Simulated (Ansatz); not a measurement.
A crystal relaxed with r2SCAN in the PAW code Ansatz has space group Cmmm (No. 65) and a = 6.341 Å, b = 6.357 Å, c = 5.787 Å.

| atom | site | x | y | z |
| --- | --- | --- | --- | --- |
| Xx | 4l | 0.5000 | 0.0000 | 0.2560 |
| Xx | 2a | 0.0000 | 0.0000 | 0.0000 |
| O | 8o | 0.1878 | 0.0000 | 0.2704 |
| O | 4i | 0.5000 | 0.8049 | 0.0000 |
| Si | 2d | 0.0000 | 0.0000 | 0.5000 |
| O | 4j | 0.5000 | 0.7905 | 0.5000 |

The r2SCAN gap is indirect, 1.97 eV (Γ to Y), below the direct gap of 1.98 eV at Γ. Least and direct gap differ so little that the kind isn't settled. The lowest empty level at Γ lies only 3 meV higher, so the place of the conduction bottom isn't settled. The HSE06 gap is direct at Γ: 3.15 eV. The lowest empty level at Y lies only 11 meV higher, so the place of the conduction bottom isn't settled. The PBE gap is direct at Γ: 1.61 eV. The lowest empty level at Y lies only 4 meV higher, so the place of the conduction bottom isn't settled. Meshes: r2SCAN 6×6×4, HSE06 4×4×4, PBE 6×6×4. r2SCAN's ε∞ is 5.9, 5.8 and 6.8 along x, y and z.

**Question.** Which element is Xx?
A. Zr
B. Ti
C. Hf
D. Sn

**Answer.** B. Xx is Ti: a 12-atom cell of Ti3SiO8 built on the rutile structure (relaxed group Cmmm). Around Ti lie 6 O at 1.93–1.98 Å and 2 Ti at 2.82–2.96 Å; around Ti lie 6 O at 1.94–1.97 Å; around O lie 1 Si at 1.78 Å and 2 Ti at 1.97–1.98 Å; around O lie 3 Ti at 1.93–1.94 Å; around Si lie 6 O at 1.78–1.85 Å; around O lie 1 Si at 1.85 Å and 2 Ti at 1.94 Å.

These are computed values for a spin-unpolarised cell that may be hypothetical; none is a measurement.

The meshes of the hybrids are coarse, so their gaps aren't converged to the digits shown.

For a response run the program warns that the ground state's bands aren't all converged, so ε∞ carries an extra error.
